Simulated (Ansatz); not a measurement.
Ag:
```xyz
2
Lattice="-2.5989 2.5989 1.3619 2.5989 -2.5989 1.3619 2.5989 2.5989 -1.3619" Properties=species:S:1:pos:R:3 pbc="T T T"
Ag     0.0000     0.0000     0.0000
Ag     0.0000     2.5989     0.6809
```

Relaxed with PBEsol. Special points in fractions of this cell's reciprocal vectors: Γ (0.000, 0.000, 0.000); X (0.000, 0.000, 0.500); M (-0.500, 0.500, 0.500); Z (0.319, 0.319, -0.319); Z0 (-0.319, 0.681, 0.319); P (0.250, 0.250, 0.250); N (0.000, 0.500, 0.000).

Problem. List the band energies nearest the Fermi level at these points for PBEsol with spin–orbit coupling in the plane-wave PAW code Ansatz.

Solution. In eV from the Fermi level; about four levels below and three above (degenerate sets whole), none deeper than 8.9 eV; points with the same levels are listed once.

```json
[
 {"k": "Γ", "below": "-2.75 -2.75 -2.16 -2.16", "above": "3.92 3.92 4.37 4.37"},
 {"k": "X", "below": "-2.59 -2.59 -2.59 -2.59", "above": "9.16 9.16 9.16 9.16"},
 {"k": "M", "below": "-0.88 -0.88 -0.88 -0.88", "above": "2.14 2.14 2.14 2.14"},
 {"k": "Z", "below": "-3.29 -3.29 -2.88 -2.88", "above": "3.11 3.11 3.37 3.37"},
 {"k": "P", "below": "-2.77 -2.77 -2.69 -2.69", "above": "2.32 2.32 2.33 2.33"},
 {"k": "N", "below": "-2.89 -2.89 -2.64 -2.64", "above": "0.49 0.49 2.83 2.83"}
]
```

Space group I4_1/amd (β-Sn type). The start of the workflow was typed in or built on a structure type; neither database checked (COD, Materials Project) lists it. It is not the phase usual at ambient conditions (space group No. 225). Symmetry was held in the PBEsol relaxation; whether a distortion lowers the energy is not shown. No spin polarisation was allowed.

Potentials: the later of the program's two PAW sets.
